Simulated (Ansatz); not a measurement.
Method: DFT PBE, scalar-relativistic, plane waves, PAW (Ansatz). Settings: cutoff 420 eV, Γ-centred meshes spaced at most about 0.3 Å⁻¹, and about 0.25 Å⁻¹ or finer for metals (2π included), Gaussian smearing. No spin polarisation in the final relaxations.

All energies are static (0 K, no zero-point motion).

Compare these two cells of ZrSi3, each relaxed at this level.

A.

```yaml
crystal:
  lattice:
    - [-2.69616, 2.69616, 2.69616]
    - [2.69616, -2.69616, 2.69616]
    - [2.69616, 2.69616, -2.69616]
  atoms:
    - { symbol: Zr, position: [0.00000, 0.00000, 0.00000] }
    - { symbol: Si, position: [0.00000, 0.50000, 0.50000] }
    - { symbol: Si, position: [0.50000, 0.00000, 0.50000] }
    - { symbol: Si, position: [0.50000, 0.50000, 0.00000] }
```

B.

```yaml
crystal:
  lattice:
    - [0.00000, 3.24254, 3.24254]
    - [3.24254, 0.00000, 3.24254]
    - [3.24254, 3.24254, 0.00000]
  atoms:
    - { symbol: Zr, position: [0.00000, 0.00000, 0.00000] }
    - { symbol: Si, position: [0.25000, 0.25000, 0.25000] }
    - { symbol: Si, position: [0.50000, 0.50000, 0.50000] }
    - { symbol: Si, position: [0.75000, 0.75000, 0.75000] }
```

**Question.** Which would you expect to be lower, and how large is the difference?

**Answer.** B is lower, by 68 meV/atom. A has space group Im-3m (No. 229), 19.6 Å³/atom and no gap on its mesh; B has the BiF3 (D0_3) type, space group Fm-3m (No. 225), 17.0 Å³/atom and no gap. Counting Si atoms around Zr (those within 1.25 times the shortest such distance or 1.15 times the sum of covalent radii; a plus sign parts nearer from farther groups), A has Zr 6 and B has Zr 8+6. The denser one is the lower, and pressure would at first widen the difference. Even the lower one lies +0.27 eV/atom against the reference forms of the elements (uncorrected), so neither is stable at this level. Both come from invented guesses.

Cells relaxed within their symmetry can be saddle points.
